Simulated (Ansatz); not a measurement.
PbSe (rock salt)

```xyz
2
Lattice="0.0000 3.0890 3.0890 3.0890 0.0000 3.0890 3.0890 3.0890 0.0000" Properties=species:S:1:pos:R:3 pbc="T T T"
Se     0.0000     0.0000     0.0000
Pb     3.0890     3.0890     3.0890
```

The slice is a {110} plane (indices of the conventional cell) through the point (0.000, 0.000, 0.000) (fractional), spanned by u = [100] and v = [1 -1 -1] in vectors of this cell: u (4.37 Å) and v (6.18 Å, at 90° to u). It covers one period; positions are fractions (u, v).

All values below come from r2SCAN (plane waves to 500 eV, PAW, scalar-relativistic; Ansatz, a first-principles code). k mesh 9×9×9. These are valence fields of a PAW run, semicore shells included where kept as valence: close to a nucleus they are smooth pseudo fields. PbSe was relaxed with its symmetry unable to fall. Spin-orbit coupling is left out, though Pb is heavy.

Q: What is the ELF at the midpoint of the shortest Se–Pb line in this plane (3.09 Å)?

A: 0.28.

Q: What is the valence density on the shortest Se–Pb line in this plane (3.09 Å), at its midpoint?

A: 0.20 e/Å³.

Q: Predict the map of the valence electron density on the slice.

A: 
```
|@%#+=--:.....:--=+#%|
|##*+=-::.. ..::-=+*#|
|*++==-:..   ..:-==++|
|====-::..   ..::-===|
|==--::..     ..::--=|
|---::..       ..::--|
|--:::..       ..:::-|
|---::..       ..::--|
|==--::.       .::--=|
|++==-:..     ..:-==+|
|**+==-:..   ..:-==+*|
|##*+=-:... ...:-=+*#|
|###*+=::.....::=+*##|
|%##*+=-:.....:-=+*##|
|###*+=::.....::=+*##|
|##*+=-:... ...:-=+*#|
|**+==-:..   ..:-==+*|
|++==-:..     ..:-==+|
|==--::.       .::--=|
|---::..       ..::--|
|--:::..       ..:::-|
|---::..       ..::--|
|==--::..     ..::--=|
|====-::..   ..::-===|
|*++==-:..   ..:-==++|
|##*+=-::.. ..::-=+*#|
|@%#+=--:.....:--=+#%|
|@@#*==-:.....:-==*#@|
```
Scale: ten equal steps from -1.76 (start of ' ') to 1.66 (end of '@'), in the order ' .:-=+*#%@'. Values: log₁₀ of the valence density in e/Å³. The map has 20 points along u (one character each, u = 0 at the left) and 28 along v (v = 0 in the bottom row). The scale is logarithmic, as a density can span decades between atoms and voids.
